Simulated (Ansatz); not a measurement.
SnGeO$_{3}$:
```
SnGeO3
1.0
    3.63213     0.00000     0.00000
    0.00000     3.63213     0.00000
    0.00000     0.00000     4.66692
Ge Sn O
1 1 3
Direct
  0.50000   0.50000   0.49382
  0.00000   0.00000   0.02629
  0.50000   0.50000   0.86767
  0.50000   0.00000   0.35911
  0.00000   0.50000   0.35911
```

This is the PBEsol-relaxed structure.

All from plane-wave PAW PBEsol (Ansatz code), unless another level is named. Give the highest zone-centre frequency.

696 cm⁻¹.

What about the bulk modulus (Birch–Murnaghan fit)?

82.7 GPa.

Space group P4mm. A made-up cell: these elements were put on the sites of a structure type; neither database checked (COD, Materials Project) lists it. Whether it is the stable phase at ambient conditions was not checked. The cell was relaxed with PBEsol under the symmetry of its start; its stability against distortions is not shown here. As this level gives no gap, phonon frequencies hold no LO–TO term and depend on the k-mesh and smearing (Fermi–Dirac, 0.1 eV here). Spin–orbit coupling is left out wherever it is not named.

Potentials: the later of the program's two PAW sets.
